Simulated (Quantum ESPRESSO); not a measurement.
Mg4GaZn2ClS6Se, one run as intended and one with a planted mistake

Computed values, not a measurement. The program is pw.x of Quantum ESPRESSO 7.5 (plane-wave density functional theory). The cell is made up: 15 atoms on a doubled zincblende/diamond lattice with one site empty, with randomly drawn elements, strain and displacements, not relaxed. PseudoDojo standard norm-conserving files (v0.5 for PBE, v0.4.1 for LDA and PBEsol) set the functional; there is no spin polarisation, spin-orbit coupling or dispersion term, and the masses in the input are unused placeholders.

Intended input:

```
&control calculation='scf', pseudo_dir='./dojo.nc.sr.pbe.v0_5.standard.upf', outdir='./o', disk_io='low', tprnfor=.true., tstress=.true. /
&system ibrav=0, nat=15, ntyp=6, nbnd=82, ecutwfc=85.99341389, nosym=.true., tot_charge=0,
 occupations='smearing', smearing='fd', degauss=0.0018374661
/
&electrons conv_thr=7.350e-09, electron_maxstep=60, /
ATOMIC_SPECIES
Cl 1.0 Cl.upf
Ga 1.0 Ga.upf
Mg 1.0 Mg.upf
S 1.0 S.upf
Se 1.0 Se.upf
Zn 1.0 Zn.upf
CELL_PARAMETERS angstrom
5.4592 0.0532 0.0086
0.0532 5.5302 -0.0929
0.0172 -0.1858 10.8319
ATOMIC_POSITIONS angstrom
Mg -0.0265 0.0028 -0.2162
Ga 0.1501 2.8643 2.6111
Mg 2.9402 2.589 -0.0885
Zn 0.0555 -0.049 5.5306
Mg 0.224 2.5629 7.8908
Mg 2.8429 -0.0461 8.1006
Zn 2.8647 2.6302 5.3058
Cl 1.3884 1.3891 1.4799
S 1.3895 3.9256 3.9806
Se 4.2183 1.2888 4.0609
S 4.0627 4.1344 1.2978
S 1.412 1.3503 6.6513
S 1.3811 3.8569 9.436
S 4.2191 1.2721 9.4723
S 3.9928 3.9922 6.7637
K_POINTS automatic
4 4 2 1 1 1
```

The log is shortened where brackets say so; the opening notice, blank lines, dates and the lines on written files are dropped, and the path of the files is cut. It prints rydbergs, bohrs and kilobars, and counts compression as positive stress. Where no state is partly filled, the Fermi energy that it prints is only some level between the filled and the empty states on the mesh, and need not lie in the true gap.

Log of the intended run:

```
     Program PWSCF v.7.5
     Parallel version (MPI & OpenMP), running on       4 processor cores
     Number of MPI processes:                 4
     Threads/MPI process:                     1
     [start-up lines left out]
     bravais-lattice index     =            0
     lattice parameter (alat)  =      10.3169  a.u.
     unit-cell volume          =    2205.9918 (a.u.)^3
     number of atoms/cell      =           15
     number of atomic types    =            6
     number of electrons       =       152.00
     number of Kohn-Sham states=           82
     kinetic-energy cutoff     =      85.9934  Ry
     charge density cutoff     =     343.9737  Ry
     scf convergence threshold =      7.3E-09
     mixing beta               =       0.7000
     number of iterations used =            8  plain     mixing
     Exchange-correlation= PBE
                           (   1   4   3   4   0   0   0)
     [axes and pseudopotential details left out]
   Cartesian axes
     site n.     atom                  positions (alat units)
         1        Mg     tau(   1) = (  -0.0048540   0.0005129  -0.0396009  )
         2        Ga     tau(   2) = (   0.0274935   0.5246484   0.4782702  )
         3        Mg     tau(   3) = (   0.5385508   0.4742222  -0.0162104  )
         4        Zn     tau(   4) = (   0.0101658  -0.0089752   1.0130295  )
         5        Mg     tau(   5) = (   0.0410297   0.4694415   1.4453428  )
         6        Mg     tau(   6) = (   0.5207286  -0.0084440   1.4837715  )
         7        Zn     tau(   7) = (   0.5247217   0.4817687   0.9718533  )
         8        Cl     tau(   8) = (   0.2543106   0.2544388   0.2710705  )
         9        S      tau(   9) = (   0.2545121   0.7190447   0.7291189  )
        10        Se     tau(  10) = (   0.7726580   0.2360670   0.7438273  )
        11        S      tau(  11) = (   0.7441570   0.7572902   0.2377156  )
        12        S      tau(  12) = (   0.2586334   0.2473319   1.2183060  )
        13        S      tau(  13) = (   0.2529735   0.7064610   1.7283742  )
        14        S      tau(  14) = (   0.7728045   0.2330081   1.7350232  )
        15        S      tau(  15) = (   0.7313536   0.7312437   1.2388941  )
     number of k points=    16  Fermi-Dirac smearing, width (Ry)=  0.0018
                       cart. coord. in units 2pi/alat
        k(    1) = (   0.1235926   0.1243615   0.1279413), wk =   0.1250000
        k(    2) = (   0.1240311   0.1201226  -0.1241408), wk =   0.1250000
     [further k points left out]
     Dense  grid:   237669 G-vectors     FFT dimensions: (  64,  64, 125)
     Estimated max dynamical RAM per process >     619.47 MB
     Estimated total dynamical RAM >       2.25 GB
     Initial potential from superposition of free atoms
     starting charge     151.9936, renormalised to     152.0000
     Starting wfcs are   86 randomized atomic wfcs
     total cpu time spent up to now is        5.8 secs
     per-process dynamical memory:   415.3 Mb
     Self-consistent Calculation
     iteration #  1     ecut=    85.99 Ry     beta= 0.70
     Davidson diagonalization with overlap
     ethr =  1.00E-02,  avg # of iterations =  5.9
     Threshold (ethr) on eigenvalues was too large:
     Diagonalizing with lowered threshold
     Davidson diagonalization with overlap
     ethr =  6.61E-04,  avg # of iterations =  1.6
     total cpu time spent up to now is       31.2 secs
     total energy              =   -1872.26834353 Ry
     estimated scf accuracy    <       0.97428601 Ry
     iteration #  2     ecut=    85.99 Ry     beta= 0.70
     Davidson diagonalization with overlap
     ethr =  6.41E-04,  avg # of iterations =  5.4
     total cpu time spent up to now is       45.7 secs
     total energy              =   -1872.52771230 Ry
     estimated scf accuracy    <       0.37291350 Ry
     [iterations 3 to 9 left out]
     iteration # 10     ecut=    85.99 Ry     beta= 0.70
     Davidson diagonalization with overlap
     ethr =  2.53E-10,  avg # of iterations =  2.8
     total cpu time spent up to now is      160.1 secs
     total energy              =   -1872.61232198 Ry
     estimated scf accuracy    <       0.00000003 Ry
     iteration # 11     ecut=    85.99 Ry     beta= 0.70
     Davidson diagonalization with overlap
     ethr =  2.13E-11,  avg # of iterations =  3.0
     total cpu time spent up to now is      178.5 secs
     End of self-consistent calculation
     [lines on levels left out]
     the Fermi energy is     6.5480 ev
!    total energy              =   -1872.61232199 Ry
     estimated scf accuracy    <          4.4E-09 Ry
     smearing contrib. (-TS)   =      -0.00000000 Ry
     internal energy E=F+TS    =   -1872.61232199 Ry
     The total energy is F=E-TS. E is the sum of the following terms:
     one-electron contribution =   -1618.30631396 Ry
     hartree contribution      =     833.89490173 Ry
     xc contribution           =    -291.11602984 Ry
     ewald contribution        =    -797.08487992 Ry
     convergence has been achieved in  11 iterations
     Forces acting on atoms (cartesian axes, Ry/au):
     atom    1 type  3   force =     0.00805964   -0.05354311    0.08609094
     atom    2 type  2   force =    -0.09989466    0.00967041    0.02193955
     atom    3 type  3   force =    -0.07374250    0.08180690    0.06994677
     atom    4 type  6   force =    -0.00710608   -0.04625198   -0.02116975
     atom    5 type  3   force =    -0.09456376    0.07139802    0.05586196
     atom    6 type  3   force =    -0.05322662    0.00252784    0.01466068
     atom    7 type  6   force =    -0.02684828    0.02428340   -0.00650159
     atom    8 type  1   force =     0.02388197   -0.03792464   -0.03757852
     atom    9 type  4   force =     0.03715548    0.05486366    0.04050244
     atom   10 type  5   force =     0.00547057   -0.01378746   -0.06661642
     atom   11 type  4   force =     0.04273380    0.00179349    0.01518873
     atom   12 type  4   force =     0.08712495   -0.08558358   -0.03980205
     atom   13 type  4   force =     0.05660250    0.01054730   -0.00358628
     atom   14 type  4   force =     0.03608202   -0.01304810   -0.09772276
     atom   15 type  4   force =     0.05827098   -0.00675214   -0.03121369
     Total force =     0.336987     Total SCF correction =     0.000261
     Computing stress (Cartesian axis) and pressure
          total   stress  (Ry/bohr**3)                   (kbar)     P=       67.85
   0.00047455  -0.00025952  -0.00010208           69.81      -38.18      -15.02
  -0.00025952   0.00047505   0.00041709          -38.18       69.88       61.36
  -0.00010208   0.00041709   0.00043417          -15.02       61.36       63.87
     init_run     :      5.39s CPU      5.63s WALL (       1 calls)
     electrons    :    170.12s CPU    172.75s WALL (       1 calls)
     forces       :      2.36s CPU      2.40s WALL (       1 calls)
     stress       :      6.97s CPU      7.11s WALL (       1 calls)
     [timing details left out]
     PWSCF        :   3m 5.03s CPU   3m 8.18s WALL
     JOB DONE.
```

A second run has one planted mistake: the k-point mesh is too coarse. The input lines that differ, file-writing options aside:

```
- 4 4 2 1 1 1
+ 1 1 1 1 1 1
```

Its log:

```
     Program PWSCF v.7.5
     Parallel version (MPI & OpenMP), running on       4 processor cores
     Number of MPI processes:                 4
     Threads/MPI process:                     1
     [start-up lines left out]
     bravais-lattice index     =            0
     lattice parameter (alat)  =      10.3169  a.u.
     unit-cell volume          =    2205.9918 (a.u.)^3
     number of atoms/cell      =           15
     number of atomic types    =            6
     number of electrons       =       152.00
     number of Kohn-Sham states=           82
     kinetic-energy cutoff     =      85.9934  Ry
     charge density cutoff     =     343.9737  Ry
     scf convergence threshold =      7.3E-09
     mixing beta               =       0.7000
     number of iterations used =            8  plain     mixing
     Exchange-correlation= PBE
                           (   1   4   3   4   0   0   0)
     [axes and pseudopotential details left out]
   Cartesian axes
     site n.     atom                  positions (alat units)
         1        Mg     tau(   1) = (  -0.0048540   0.0005129  -0.0396009  )
         2        Ga     tau(   2) = (   0.0274935   0.5246484   0.4782702  )
         3        Mg     tau(   3) = (   0.5385508   0.4742222  -0.0162104  )
         4        Zn     tau(   4) = (   0.0101658  -0.0089752   1.0130295  )
         5        Mg     tau(   5) = (   0.0410297   0.4694415   1.4453428  )
         6        Mg     tau(   6) = (   0.5207286  -0.0084440   1.4837715  )
         7        Zn     tau(   7) = (   0.5247217   0.4817687   0.9718533  )
         8        Cl     tau(   8) = (   0.2543106   0.2544388   0.2710705  )
         9        S      tau(   9) = (   0.2545121   0.7190447   0.7291189  )
        10        Se     tau(  10) = (   0.7726580   0.2360670   0.7438273  )
        11        S      tau(  11) = (   0.7441570   0.7572902   0.2377156  )
        12        S      tau(  12) = (   0.2586334   0.2473319   1.2183060  )
        13        S      tau(  13) = (   0.2529735   0.7064610   1.7283742  )
        14        S      tau(  14) = (   0.7728045   0.2330081   1.7350232  )
        15        S      tau(  15) = (   0.7313536   0.7312437   1.2388941  )
     number of k points=     1  Fermi-Dirac smearing, width (Ry)=  0.0018
                       cart. coord. in units 2pi/alat
        k(    1) = (  -0.4948090  -0.4932071  -0.2596830), wk =   2.0000000
     Dense  grid:   237669 G-vectors     FFT dimensions: (  64,  64, 125)
     Estimated max dynamical RAM per process >     470.79 MB
     Estimated total dynamical RAM >       1.67 GB
     Initial potential from superposition of free atoms
     starting charge     151.9936, renormalised to     152.0000
     Starting wfcs are   86 randomized atomic wfcs
     total cpu time spent up to now is        2.5 secs
     per-process dynamical memory:   262.3 Mb
     Self-consistent Calculation
     iteration #  1     ecut=    85.99 Ry     beta= 0.70
     Davidson diagonalization with overlap
     ethr =  1.00E-02,  avg # of iterations =  5.0
     Threshold (ethr) on eigenvalues was too large:
     Diagonalizing with lowered threshold
     Davidson diagonalization with overlap
     ethr =  7.33E-04,  avg # of iterations =  1.0
     total cpu time spent up to now is        8.8 secs
     total energy              =   -1872.08844112 Ry
     estimated scf accuracy    <       1.08068963 Ry
     iteration #  2     ecut=    85.99 Ry     beta= 0.70
     Davidson diagonalization with overlap
     ethr =  7.11E-04,  avg # of iterations =  5.0
     total cpu time spent up to now is       12.3 secs
     total energy              =   -1872.37381309 Ry
     estimated scf accuracy    <       0.38868782 Ry
     [iterations 3 to 9 left out]
     iteration # 10     ecut=    85.99 Ry     beta= 0.70
     Davidson diagonalization with overlap
     ethr =  2.19E-10,  avg # of iterations =  3.0
     total cpu time spent up to now is       40.1 secs
     total energy              =   -1872.46358080 Ry
     estimated scf accuracy    <       0.00000004 Ry
     iteration # 11     ecut=    85.99 Ry     beta= 0.70
     Davidson diagonalization with overlap
     ethr =  2.89E-11,  avg # of iterations =  3.0
     total cpu time spent up to now is       43.4 secs
     End of self-consistent calculation
     [lines on levels left out]
     the Fermi energy is     7.4466 ev
!    total energy              =   -1872.46358081 Ry
     estimated scf accuracy    <          3.0E-09 Ry
     smearing contrib. (-TS)   =       0.00000000 Ry
     internal energy E=F+TS    =   -1872.46358081 Ry
     The total energy is F=E-TS. E is the sum of the following terms:
     one-electron contribution =   -1618.45325334 Ry
     hartree contribution      =     834.33774098 Ry
     xc contribution           =    -291.26318853 Ry
     ewald contribution        =    -797.08487992 Ry
     convergence has been achieved in  11 iterations
     Forces acting on atoms (cartesian axes, Ry/au):
     atom    1 type  3   force =     0.00875676   -0.05210252    0.08329719
     atom    2 type  2   force =    -0.09693324    0.01000359    0.02696464
     atom    3 type  3   force =    -0.07414615    0.08106149    0.06867616
     atom    4 type  6   force =    -0.00582802   -0.04736901   -0.02411036
     atom    5 type  3   force =    -0.09463486    0.07112613    0.05290431
     atom    6 type  3   force =    -0.05410806    0.00179061    0.01273408
     atom    7 type  6   force =    -0.02801188    0.02426439   -0.01040393
     atom    8 type  1   force =     0.01917478   -0.03417879   -0.03669585
     atom    9 type  4   force =     0.03169495    0.05017445    0.03313855
     atom   10 type  5   force =     0.00959596   -0.01046514   -0.07138622
     atom   11 type  4   force =     0.04617511   -0.00265885    0.01176406
     atom   12 type  4   force =     0.08591073   -0.08650480   -0.03076486
     atom   13 type  4   force =     0.05796480    0.01429948   -0.00192452
     atom   14 type  4   force =     0.03475966   -0.01638518   -0.09473102
     atom   15 type  4   force =     0.05962947   -0.00305585   -0.01946223
     Total force =     0.331415     Total SCF correction =     0.000199
     Computing stress (Cartesian axis) and pressure
          total   stress  (Ry/bohr**3)                   (kbar)     P=       83.46
   0.00052540  -0.00026659  -0.00009822           77.29      -39.22      -14.45
  -0.00026659   0.00056654   0.00041079          -39.22       83.34       60.43
  -0.00009822   0.00041079   0.00061005          -14.45       60.43       89.74
     init_run     :      2.33s CPU      2.45s WALL (       1 calls)
     electrons    :     40.23s CPU     40.88s WALL (       1 calls)
     forces       :      0.81s CPU      0.85s WALL (       1 calls)
     stress       :      1.87s CPU      1.91s WALL (       1 calls)
     [timing details left out]
     PWSCF        :     45.33s CPU     46.22s WALL
     JOB DONE.
```

|  | intended run | run with the mistake |
| --- | --- | --- |
| free energy (eV) | -25478.189 | -25476.165 |
| smearing term -TS (eV) | 0.0000 | 0.0000 |
| pressure (GPa) | 6.79 | 8.35 |
| largest force component (eV/Å) | 2.568 | 2.492 |
| largest change of a force component (eV/Å) |  | 0.302 |
| iterations | 11 | 11 |

For scale, a rerun of the intended cell at a cutoff of 1467 eV and k mesh 6 x 6 x 4 moved values by no more than 0.004 eV in energy, 0.02 GPa in stress and 0.005 eV/Å in force.